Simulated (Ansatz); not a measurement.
Mo:
Space group P6/mmm (No. 191); a = 4.6566 Å, b = 4.6566 Å, c = 2.5457 Å, α = 90.00°, β = 90.00°, γ = 120.00°

| atom | site | symmetry | x | y | z |
|---|---|---|---|---|---|
| Mo | 1a | 6/mmm | 0.0000 | 0.0000 | 0.0000 |
| Mo | 2d | -6m2 | 0.3333 | 0.6667 | 0.5000 |

Relaxed with r²SCAN.

### Question
Tabulate the valence density and the electron localisation function along the shortest Mo–Mo contact (2.55 Å), DFT-r²SCAN in the program Ansatz with PAW potentials.

### Answer


| distance from Mo (Å) | density (e/Å³) | ELF |
|---|---|---|
| 0.25 | 6.85 | 0.53 |
| 0.38 | 6.20 | 0.68 |
| 0.51 | 4.97 | 0.73 |
| 0.64 | 3.48 | 0.72 |
| 0.76 | 2.16 | 0.64 |
| 0.89 | 1.26 | 0.49 |
| 1.02 | 0.78 | 0.37 |
| 1.15 | 0.58 | 0.33 |
| 1.27 | 0.53 | 0.32 |
| 1.40 | 0.58 | 0.33 |
| 1.53 | 0.78 | 0.37 |
| 1.65 | 1.26 | 0.49 |
| 1.78 | 2.16 | 0.64 |
| 1.91 | 3.48 | 0.72 |
| 2.04 | 4.97 | 0.73 |
| 2.16 | 6.20 | 0.68 |
| 2.29 | 6.85 | 0.53 |

The density is the valence pseudo-density with augmentation charge, so density and ELF within about 1 Å of a nucleus are not all-electron values.

The start of the workflow was typed in or built on a structure type; neither database checked (COD, Materials Project) lists it. It is not the phase usual at ambient conditions (space group No. 229). The r²SCAN relaxation kept the symmetry of its start. At this level the phase is mechanically unstable. No spin polarisation was allowed. Axis ratios of metals converge slowly with the k-mesh, so a and c are less sure than the volume.

Potentials: the earlier of the program's two PAW sets.
